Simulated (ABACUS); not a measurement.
ABACUS run on Al (Fm-3m, 4 atoms in the cell; from Materials Project mp-134, changed as shown): self-consistent single point.

Method: PBE, PseudoDojo 0.5 standard norm-conserving PBE (tails mended) pseudopotentials (plane waves; ABACUS).

The change in words: lattice scaled by 0.98. Reference geometry (Fm-3m):
```xyz
4
Lattice="4.0389 0.0000 0.0000 0.0000 4.0389 0.0000 0.0000 0.0000 4.0389" Properties=species:S:1:pos:R:3 pbc="T T T"
Al     0.0000     0.0000     0.0000
Al     0.0000     2.0195     2.0195
Al     2.0195     0.0000     2.0195
Al     2.0195     2.0195     0.0000
```

Reference input (self-consistent single point, DFT, PBE, plane waves, PseudoDojo 0.5 standard norm-conserving PBE (tails mended) pseudopotentials): KPT = Gamma 6 6 6 0 0 0; basis_type = pw; ecutwfc = 40 Ry; smearing_method = fd; smearing_sigma = 0.00367493 Ry; potentials = PseudoDojo 0.5 standard norm-conserving PBE (tails mended); symmetry = 1; ks_solver = dav_subspace; scf_nmax = 100; scf_thr = 1.0e-09 Ry; mixing_type = pulay; mixing_beta = 0.4. This run's input differs from it in these lines:

```diff
@@ -22,8 +22,8 @@
 LATTICE_CONSTANT
-7.632472
+7.479821
 
 LATTICE_VECTORS
-   0.9999999393    0.0000000000    0.0000000000
-   0.0000000000    0.9999999393    0.0000000000
-   0.0000000000    0.0000000000    0.9999999393
+   1.0000000468    0.0000000000    0.0000000000
+   0.0000000000    1.0000000468    0.0000000000
+   0.0000000000    0.0000000000    1.0000000468
 
@@ -36,5 +36,5 @@
    0.0000000000    0.0000000000    0.0000000000 1 1 1
-   0.0000000000    0.4999999696    0.4999999696 1 1 1
-   0.4999999696    0.0000000000    0.4999999696 1 1 1
-   0.4999999696    0.4999999696    0.0000000000 1 1 1
+   0.0000000000    0.5000000234    0.5000000234 1 1 1
+   0.5000000234    0.0000000000    0.5000000234 1 1 1
+   0.5000000234    0.5000000234    0.0000000000 1 1 1
 # file: KPT
```

Output, abridged:

```
 SELF-CONSISTENT
 -------------------------------------------
                                 init_chg = atomic

 PW ALGORITHM --------------- ION=   1  ELEC=   1--------------------------------
 Notice: Threshold on eigenvalues was too large.

 Density error is 0.0226281258502
                          Error Threshold = 0.000190104291149
 E_KohnSham     -18.5449508224       -252.3170003138
 E_Fermi        0.6230832247         8.4774821843

 PW ALGORITHM --------------- ION=   1  ELEC=   2--------------------------------

 Density error is 0.00877631802017
                          Error Threshold = 0.000188567715418
   [... lines left out ...]

 Density error is 3.2539148391e-08
                          Error Threshold = 1.28162250693e-09
 E_KohnSham     -18.5425557096       -252.2844131325
 E_Fermi        0.6206324858         8.4441381714

 PW ALGORITHM --------------- ION=   1  ELEC=   7--------------------------------

 Density error is 3.04707057888e-10
                          Error Threshold = 2.71159569925e-10
 E_KohnSham     -18.5425557106       -252.2844131472
 E_KS(sigma->0) -18.5419517934       -252.2761964318
 E_entropy(-TS) -0.0012078345        -0.0164334310
 E_Fermi        0.6206335527         8.4441526873
 charge density convergence is achieved
 final etot is -252.28441315 eV
 EFERMI = 8.4441526873 eV

 STATE ENERGY(eV) AND OCCUPATIONS    NSPIN == 1
   [... 13 lines left out ...]

 TOTAL-FORCE (eV/Angstrom)
                       Al1         0.0000000000         0.0000000000         0.0000000000
                       Al2         0.0000000000         0.0000000000         0.0000000000
                       Al3         0.0000000000         0.0000000000         0.0000000000
                       Al4         0.0000000000         0.0000000000         0.0000000000

 TOTAL-STRESS (KBAR)
        56.0749400798         0.0000000000         0.0000000000
         0.0000000000        56.0749400798         0.0000000000
         0.0000000000         0.0000000000        56.0749400798
 TOTAL-PRESSURE: 56.074940 KBAR

 --------------------------------------------
 !FINAL_ETOT_IS -252.2844131472450613 eV
 --------------------------------------------
```

The run converged in 7 iterations. Against the reference run the free energy rises by 16.9 meV/atom and the pressure goes from 0.23 to 5.61 GPa.

The structure comes from a collection of computed structures, made at another level of theory; the collection holds predicted forms beside known ones. No clean gap shows at this smearing width and mesh (spacing up to 0.26 Å⁻¹); the mesh is coarse for partly filled bands, so the values carry mesh errors.

“Tails mended”: in these copies of the files the far tail of each local potential was reset to the Coulomb form.
